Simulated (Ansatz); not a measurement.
**Ansatz 0.2.0, settings compared: Ge2Os**

The input file (Ansatz 0.2.0, plane waves):

```yaml
crystal:
  lattice:
    - [0.0, 4.756838, 0.0]
    - [0.0, -2.378419, 4.389036]
    - [4.135639, 2.378419, 0.0]
  atoms:
    - { symbol: Os, position: [0.0, 0.0, 0.0] }
    - { symbol: Os, position: [0.25, 0.5, 0.5] }
    - { symbol: Ge, position: [0.67, 0.0, 0.66] }
    - { symbol: Ge, position: [0.33, 0.0, 0.34] }
    - { symbol: Ge, position: [0.58, 0.5, 0.84] }
    - { symbol: Ge, position: [0.92, 0.5, 0.16] }
  symmetry: { tolerance: 0.0003 }
kpoints:
  mp_grid: { grid: [5, 5, 5], shift: [0, 0, 0] }
magnetization:
  spin_polarized: false
scf:
  occupations: { method: fermi_dirac, width: 0.0952 }
hamiltonian:
  pseudopotentials: { kind: paw }
  xc: r2scan
basis:
  ecutwfc: 500
output:
  forces: true
  stress: true
  eigenvalues: true
  write_density: true
  write_potential: true
  elf: true
  volumetric_format: npy
relax:
  max_steps: 40
  cell: {}
```

Run with:

```bash
ansatz run input.yaml --threads 1 --pin off --max-ram 2560MiB --backend cpu --events-out ev --progress --plain --runs-dir out
```

Origin of the cell: a known structure type with other elements, at an estimated volume, so it need not be a known compound.

Output of this run (shortened):

```
SCF iter   1: F=—  HF=-40002.937599 eV  Δρ=1.09e-2  dr2=8.58e-2  dr2_τ=8.52e-2  defer=5
SCF iter   2: F=—  HF=-40003.064559 eV  Δρ=4.77e-3  dr2=1.23e-2  dr2_τ=2.21e-3  defer=19
SCF iter   3: F=—  HF=-40003.069588 eV  Δρ=2.16e-3  dr2=2.82e-3  dr2_τ=6.31e-5  defer=19
SCF iter   4: F=—  HF=-40003.071403 eV  Δρ=5.47e-4  dr2=3.54e-4  dr2_τ=7.02e-5  defer=19
SCF iter   5: F=—  HF=-40003.071482 eV  Δρ=2.92e-4  dr2=5.41e-5  dr2_τ=3.12e-6  defer=19
SCF iter   6: F=—  HF=-40003.071525 eV  Δρ=5.75e-5  dr2=3.54e-6  dr2_τ=1.68e-7  defer=19
SCF iter   7: F=—  HF=-40003.071528 eV  Δρ=1.76e-5  dr2=2.11e-7  dr2_τ=1.31e-8  defer=19
SCF iter   8: F=-40003.071528 eV  HF=-40003.071528 eV  Δρ=3.27e-6  dr2=8.71e-9  dr2_τ=3.39e-10
relax step   1: F+E_penalty+E_count = -40003.071528 eV  Δ(F+E_penalty+E_count) = +0.000e0 eV  max|allowed force component| = 1.336e-1 eV/Å  Δτ_max = 0.0000 Å  P = +10.744 GPa  Ω = 86.344 Å³ […]
relax step   2: F+E_penalty+E_count = -40003.482972 eV  Δ(F+E_penalty+E_count) = -4.114e-1 eV  max|allowed force component| = 2.225e-2 eV/Å  Δτ_max = 0.0078 Å  P = -1.076 GPa  Ω = 91.218 Å³ […]
relax step   3: F+E_penalty+E_count = -40003.764746 eV  Δ(F+E_penalty+E_count) = -2.818e-1 eV  max|allowed force component| = 1.175e-1 eV/Å  Δτ_max = 0.0054 Å  P = -2.284 GPa  Ω = 91.613 Å³ […]
relax step   4: F+E_penalty+E_count = -40003.842196 eV  Δ(F+E_penalty+E_count) = -7.745e-2 eV  max|allowed force component| = 6.195e-2 eV/Å  Δτ_max = 0.0080 Å  P = +1.763 GPa  Ω = 90.353 Å³ […]
relax step   5: F+E_penalty+E_count = -40003.857477 eV  Δ(F+E_penalty+E_count) = -1.528e-2 eV  max|allowed force component| = 1.145e-2 eV/Å  Δτ_max = 0.0039 Å  P = -0.210 GPa  Ω = 90.983 Å³ […]
relax step   6: F+E_penalty+E_count = -40003.857947 eV  Δ(F+E_penalty+E_count) = -4.699e-4 eV  max|allowed force component| = 3.891e-3 eV/Å  Δτ_max = 0.0006 Å  P = -0.009 GPa  Ω = 90.921 Å³ […]
relax step   7: F+E_penalty+E_count = -40003.857960 eV  Δ(F+E_penalty+E_count) = -1.375e-5 eV  max|allowed force component| = 1.627e-3 eV/Å  Δτ_max = 0.0002 Å  P = -0.016 GPa  Ω = 90.927 Å³ […]
relax step   8: F+E_penalty+E_count = -40003.862146 eV  Δ(F+E_penalty+E_count) = -4.185e-3 eV  max|allowed force component| = 1.471e-3 eV/Å  Δτ_max = 0.0000 Å  P = -0.017 GPa  Ω = 90.927 Å³  stress off target by 4.28e-2 GPa […]
SCF 8 converged in 8 iterations: F = -40003.862146 eV  dr2 = 4.06e-12
basis re-selected at this cell: Δ(F+E_penalty+E_count) = -4.185e-3 eV, ΔP = -0.002 GPa vs the last step (what re-selecting the basis moved, of the pressure what is left beyond the Pulay corre […]
SCF converged after 8 iterations
Free energy (F): -40003.862146 eV
Harris-Foulkes:  -40003.862146 eV  (|F-HF|=1.46e-11)
Internal energy: -40003.723540 eV  (E = F + TS)
E sigma→0 (E₀):  -40003.792843 eV
Entropy (-TS):   -0.138606 eV (-23.101 meV/atom)
Fermi energy:    17.718481 eV
--- Per-component energies (eV) ---
  E_band       = -555.937382
  E_kinetic    = 1583.017410
  E_local      = -9639.413784  (includes V_loc(G=0)·N_el)
  E_nonlocal   = 1676.800902
  E_hartree    = 4205.688389
  E_xc         = -785.184504
  E_vxc        = -905.547254  (∫ρ·V_xc dr)
  E_paw        = -26214.860093  (= ΣΔE_a)
  E_vpaw       = -1735.228420  (= ΣTr[D̂ρ^β])
  E_aug_tail   = -0.000240  (compensation charges beyond the density's cutoff)
  E_vtau       = 53.057144  (kinetic-family band-sum trace: ∫τ·v_τ [+ j·A + Jᵃ·Aᵃ] dr)
  E_ewald      = -10824.658530
  E_core_change = -5.113089  (= ΣΔE_core)
  E_smearing   = -0.138606  (= −TS)
  Σ components = -40003.862146   (vs F -40003.862146, Δ=0.00e0)
--- Forces (eV/Å), atoms counted from 1 ---
  atom   1  Os    -0.000000    -0.000000     0.000000
  atom   2  Os     0.000000     0.000000    -0.000000
  atom   3  Ge    -0.001471     0.000000     0.000000
  atom   4  Ge     0.001471    -0.000000    -0.000000
  atom   5  Ge     0.001471    -0.000000    -0.000000
  atom   6  Ge    -0.001471    -0.000000     0.000000
  max |Σ_I F_I| component: 5.20e-18 eV/Å
--- Stress (GPa, compression-positive) ---
       -0.013031      -0.000000      -0.000000
       -0.000000      -0.042764       0.000000
       -0.000000       0.000000       0.004122
  P = ⅓ Tr σ = -0.0172 GPa (-0.172 kbar)
--- Relaxed structure (7 steps of the walk, 7 accepted, 1 SCFs on fresh bases) ---
  F+E_penalty+E_count = -40003.862146 eV   max|allowed force component| = 1.471e-3 eV/Å   (the final SCF, on the basis selected at the relaxed cell)
  cell:  # Å, volume = 90.9272 Å³
    - [0.0, 4.567007, 2.480e-17]
    - [0.0, -2.283504, 4.976505]
    - [4.000717, 2.283504, 1.240e-17]
  atoms:
    - { symbol: Os, position: [0.0, 0.0, 0.0] }
    - { symbol: Os, position: [0.25, 0.5, 0.5] }
    - { symbol: Ge, position: [0.669955, 0.0, 0.660090] }
    - { symbol: Ge, position: [0.330045, 0.0, 0.339910] }
    - { symbol: Ge, position: [0.580045, 0.5, 0.839910] }
    - { symbol: Ge, position: [0.919955, 0.5, 0.160090] }
```

The same input was run again with these changes:

1. `scf.occupations.method` fermi_dirac → methfessel_paxton; `scf.occupations.width` 0.0952 → 0.15; `scf.initial_density.chi_scale` default → 0.0; `hamiltonian.hubbard` default → { sites: [{ species: Os, l: d, u_eff: 5.0 }], double_counting: fll }
2. `scf.occupations.method` fermi_dirac → gaussian; `scf.occupations.width` 0.0952 → 0.05
3. `kpoints.mp_grid.grid` [5, 5, 5] → [6, 6, 6]; `crystal.symmetry` { tolerance: 0.0003 } → { detect: false }
4. `scf.occupations.width` 0.0952 → default; `scf.occupations.method` fermi_dirac → tetrahedron

```
 run          end  SCF iterations  volume (Å³/atom)  max force component (eV/Å)  moment (μB)  ΔE(σ→0) (meV/atom)
base    converged              54             15.15                       0.001            –                   0
   1    converged              63             14.98                       0.000            –                   –
   2    converged              65             15.13                       0.000            –                0.50
   3  cut by time              52                 –                           –            –                   –
   4    converged              94             15.16                       0.000            –               -6.47
```

Energies are compared only where functional, datasets, charge and starting cell are the same.

Caveats of the base run: no moments, though an odd count or open d shells may carry them; no spin-orbit coupling, though heavy elements are present; the k mesh is coarse if the cell is a metal; the relaxation held the start's symmetry, so the end may be a saddle point.

Run 4: forces and stress under tetrahedra may miss the slope of the energy.

The base run ran for 2.7 min on 1 thread of Arm Neoverse V1, on a shared host, peak memory 0.66 GiB, from the program's own first density.
